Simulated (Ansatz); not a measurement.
Pd (fcc, Cu type)

```xyz
2
Lattice="0.0000 3.9428 3.9428 1.9714 1.9714 3.9428 1.9714 1.9714 0.0000" Properties=species:S:1:pos:R:3 pbc="T T T"
Pd     0.0000     0.0000     0.0000
Pd     0.0000     1.9714     1.9714
```

The atoms are displaced by Q × the pattern below (from a DFPT mode at X = (0.5, 0.5, 0.0), largest move 1; Q in Å), at fixed cell. (q is in reciprocal vectors of the primitive cell; the cell shown is doubled to hold the pattern.)

```
atom      x      y       z
----  -----  -----  ------
Pd1   0.000  0.000  -1.000
Pd2   0.000  0.000   1.000
```

All values below come from PBE (plane waves to 420 eV, PAW, scalar-relativistic; Ansatz, a first-principles code). k mesh 20×20×20 (Γ-centred), Fermi-Dirac smearing 0.05 eV. Energies are smeared free energies. With partly filled bands, energies and forces of such displacements shift with the k mesh and the smearing. Pd is run without spin polarisation. Pd was relaxed with its symmetry unable to fall. ΔE is measured from the undisplaced structure. The last digit holds for this mesh only.

```tsv
Q (Å)	ΔE (meV/cell)
-0.180	578.0
-0.150	395.7
-0.120	250.2
-0.090	139.5
-0.060	withheld
-0.030	15.3
0.000	0.0
0.030	15.3
0.060	withheld
0.090	139.5
0.120	250.2
0.150	395.7
0.180	578.0
```

### Question
Fit an even polynomial form (powers 2, 4) to the given rows and predict ΔE at Q = 0.060.

### Answer
Least squares on the 11 given rows: ΔE = (17010)·Q² + (25630)·Q⁴, in meV/cell with Q in Å; root-mean-square residual 0.03 meV/cell. At 0.060 the fit gives 61.6 meV/cell; the calculation gives 61.6 meV/cell, the same to the digits shown. The quadratic term alone would give 61.2 meV/cell.

(A displaced cell: forces are minus the slopes of the energy, force constants its curvatures, and phonons follow from these.)
